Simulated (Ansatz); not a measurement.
TiHg (L1₀ or tetragonal B2, P4/mmm) at seven volumes, r²SCAN (plane waves, PAW; program Ansatz), shape and atoms relaxed at each. One row is withheld.

| V (Å³/atom) | P (GPa) |
|---|---|
| 16.655 | 14.14 |
| 17.204 | 8.59 |
| 17.753 | ? |
| 18.302 | 0.00 |
| 18.851 | -3.29 |
| 19.400 | -6.05 |
| 19.949 | -8.36 |

Question: Fit the shown pressures and predict the withheld one.

Answer: Third-order Birch–Murnaghan: P = (3/2)B₀(x^(7/2) − x^(5/2))[1 + (3/4)(B′ − 4)(x − 1)] with x = (V₀/V)^(2/3). Least squares on the six rows gives V₀ = 18.302 Å³/atom, B₀ = 119.4 GPa, B′ = 4.82. At V = 17.753, x = 1.0205 and P = 3.91 GPa. The run itself gave 3.92 GPa.

The workflow started from an entry of the Crystallography Open Database (COD). Whether it is the stable phase at ambient conditions was not checked. Symmetry was held in the r²SCAN relaxation; its stability against distortions is not shown here. No spin polarisation was allowed. Scalar-relativistic: spin–orbit coupling is off unless named, which matters more the heavier the elements.

Potentials: the later of the program's two PAW sets.
